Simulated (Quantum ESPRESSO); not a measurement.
## Kohn-Sham bands of HgSe (zinc blende)

```xyz
2
Lattice="0.0000 3.0963 3.0963 3.0963 0.0000 3.0963 3.0963 3.0963 0.0000" Properties=species:S:1:pos:R:3 pbc="T T T"
Hg     0.0000     0.0000     0.0000
Se     1.5482     1.5482     1.5482
```

Materials Project entry mp-820; symmetrised, unrelaxed at this level. COD (Crystallography Open Database) has an entry of this formula and space group (matched by these alone). Method: PBEsol plane waves in Quantum ESPRESSO 7.5 (PseudoDojo norm-conserving files, 69 Ry, spinors with spin-orbit coupling), Bloch states on a 6×6×6 mesh through Γ, Wannier90 4.0.1. Density: 8×8×8 mesh, cold smearing 0.01 Ry. With spin-orbit coupling a semilocal functional can close or falsely invert a small gap; the band order was not checked against a better method.

Q: List the Kohn-Sham levels between −8 and 3.0 eV relative to the Fermi level at the high-symmetry points, as a band run of pw.x on that density gives them (levels within 2 meV counted together).

A: 
| point | k (reciprocal lattice) | levels (eV) |
|---|---|---|
| Γ | 0.000 0.000 0.000 | -7.69 (×4), -6.36 (×2), -5.79 (×4), -1.16 (×2), -0.22 (×2), 0.02 (×4) |
| X | -0.500 -0.500 0.000 | -7.55 (×2), -7.22 (×2), -6.15 (×2), -5.68 (×2), -5.31 (×2), -4.80 (×2), -2.20 (×2), -2.19 (×2), 2.62 (×2), 2.91 (×2) |
| U | -0.375 -0.375 0.250 | -7.58, -7.44, -7.43, -7.08, -6.10, -5.99, -5.72, -5.56, -5.32, -5.28, -5.07, -4.87, -2.82, -2.65, -1.84, -1.76, 2.70, 2.79 |
| K | -0.375 0.000 0.375 | -7.58, -7.44, -7.43, -7.08, -6.10, -5.99, -5.72, -5.56, -5.32, -5.28, -5.07, -4.87, -2.82, -2.65, -1.84, -1.76, 2.70, 2.79 |
| L | 0.000 0.000 0.500 | -7.65 (×2), -7.23 (×2), -6.14 (×2), -5.60 (×2), -5.36 (×2), -5.24 (×2), -1.06 (×2), -0.86 (×2), 0.94 (×2) |
| W | -0.500 -0.250 0.250 | -7.50 (×2), -7.43, -7.06, -6.06, -5.83, -5.80, -5.58, -5.44, -5.15, -5.06, -4.93, -2.73, -2.46, -2.35, -2.25 |
